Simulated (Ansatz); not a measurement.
A relaxation computed with Ansatz, from input to last step.

```yaml
crystal:
  lattice:
    - [3.7940148848, 0.0, 0.0]
    - [0.0, 3.7940148848, 0.0]
    - [0.0, 0.0, 6.4761074893]
  atoms:
    - { symbol: Mn, position: [0.0, 0.5, 0.1648397423], spin: -3.75 }
    - { symbol: Mn, position: [0.5, 0.0, 0.8351602577], spin: -3.75 }
    - { symbol: Cu, position: [0.0, 0.0, 0.5] }
    - { symbol: Cu, position: [0.5, 0.5, 0.5] }
    - { symbol: As, position: [0.0, 0.5, 0.7724075301] }
    - { symbol: As, position: [0.5, 0.0, 0.2275924699] }
basis:
  ecutwfc: 420
kpoints:
  mp_grid: { grid: [10, 10, 6] }
hamiltonian:
  xc: pbe
scf:
  occupations: { method: gaussian, width: 0.1 }
output:
  forces: true
  stress: true
  eigenvalues: true
  populations: true
magnetization:
  spin_polarized: true
relax:
  adjacent_minimum: "off"
  f_tol: 0.01
  max_steps: 30
  cell: { stress_tol: 0.1, fix: [volume] }
```

```bash
ansatz run input.yaml --threads 2 --pin off --max-ram 5120MiB --backend cpu --events-out ev --progress --plain --runs-dir out
```

Method: Ansatz, DFT PBE, scalar-relativistic, plane waves, PAW.

The volume is held at 1.06 times that of the relaxed cell.

Of 4 frames 3 are shown, positions in Å and forces in eV/Å; the SCF threshold varies from step to step. Steps run on the plane waves of an earlier cell, with a Pulay correction in the pressure. The basis is chosen afresh for the last frame, the zero of the energies, and at times for earlier ones too; energy and pressure step there, also at an unchanged geometry.

```xyz
6
Lattice="3.7940 0.0000 0.0000 0.0000 3.7940 0.0000 0.0000 0.0000 6.4761" Properties=species:S:1:pos:R:3:forces:R:3 pbc="T T T" step=1 free_energy_over_end_meV_per_atom=0.38 pressure_GPa=-4.13
Mn    0.0000    1.8970    1.0675    0.0000    0.0000    0.0417
Mn    1.8970    0.0000    5.4086    0.0000    0.0000   -0.0417
Cu    0.0000    0.0000    3.2381    0.0000    0.0000    0.0000
Cu    1.8970    1.8970    3.2381    0.0000    0.0000    0.0000
As    0.0000    1.8970    5.0022    0.0000    0.0000   -0.0876
As    1.8970    0.0000    1.4739    0.0000    0.0000    0.0876
6
Lattice="3.7984 0.0000 0.0000 0.0000 3.7984 0.0000 0.0000 0.0000 6.4611" Properties=species:S:1:pos:R:3:forces:R:3 pbc="T T T" step=2 free_energy_over_end_meV_per_atom=0.14 pressure_GPa=-4.02
Mn    0.0000    1.8992    1.0708    0.0000    0.0000    0.0180
Mn    1.8992    0.0000    5.3903    0.0000    0.0000   -0.0180
Cu    0.0000    0.0000    3.2306    0.0000    0.0000    0.0000
Cu    1.8992    1.8992    3.2306    0.0000    0.0000    0.0000
As    0.0000    1.8992    4.9853    0.0000    0.0000   -0.0370
As    1.8992    0.0000    1.4758    0.0000    0.0000    0.0370
6
Lattice="3.8068 0.0000 0.0000 0.0000 3.8068 0.0000 0.0000 0.0000 6.4326" Properties=species:S:1:pos:R:3:forces:R:3 pbc="T T T" step=4 free_energy_over_end_meV_per_atom=0.00 pressure_GPa=-3.87
Mn    0.0000    1.9034    1.0758    0.0000    0.0000   -0.0013
Mn    1.9034    0.0000    5.3568    0.0000    0.0000    0.0013
Cu    0.0000    0.0000    3.2163    0.0000    0.0000    0.0000
Cu    1.9034    1.9034    3.2163    0.0000    0.0000    0.0000
As    0.0000    1.9034    4.9592    0.0000    0.0000    0.0049
As    1.9034    0.0000    1.4734    0.0000    0.0000   -0.0049
```

The run took 5.3 min on 2 threads of Intel(R) Xeon(R) Processor @ 2.50GHz (Skylake/Cascade Lake), with other jobs on the host, peak memory 1 GiB.

The state reached may not be the lowest one. The program reads another magnetic order as possibly lower. Only parallel moments were tried here.